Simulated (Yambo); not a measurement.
A G0W0@PBEsol run in Yambo for Na2NiO2 (space group Cmc2_1, No. 36) (4×4×1 Γ-centred k mesh, bands 13 to 201 and a 7 Ry block in the screening, 201 bands in G with the Bruneval-Gonze terminator, plasmon pole fitted at 27.2 eV) gives these matrix elements, in eV, at the band edges ((-0.5, -0.5, 0) → (0.25, -0.5, 0)):

```
state               E0    <Vxc>     <Σx>  <Σc(E0)>      Z
---------------  -----  -------  -------  --------  -----
valence edge     0.000  -28.563  -36.329     7.241  0.716
conduction edge  0.605  -27.032  -21.506    -3.814  0.731
```

**Question.** Solve the linearised quasiparticle equation for both states, give the gap, and say how exchange and correlation each act on it.

**Answer.** E = E0 + Z(Σx + Σc − Vxc). Valence: 0.000 + 0.716 × (-36.329 + (7.241) − (-28.563)) = -0.37 eV. Conduction: 0.605 + 0.731 × (-21.506 + (-3.814) − (-27.032)) = 1.86 eV. The gap is 2.23 eV, against 0.61 eV in PBEsol. Replacing Vxc by bare exchange alone would open it by 13.29 eV; correlation takes back 11.06 eV of that, and Z scales what is left. Nearest settings tried, and what they do to the gap: 3 Ry block (89 vectors against 259): +612 meV. Not varied: bands in G, bands in W, mesh. So the settings aren't converged at that level. The 3d shell has no Hubbard U; the runs are without spin polarisation, and magnetic order was not tried.

Geometry of the Materials Project entry, not relaxed at this level; primitive cell a = b = 5.305 Å, c = 8.301 Å, α = β = 90.00°, γ = 148.67°.
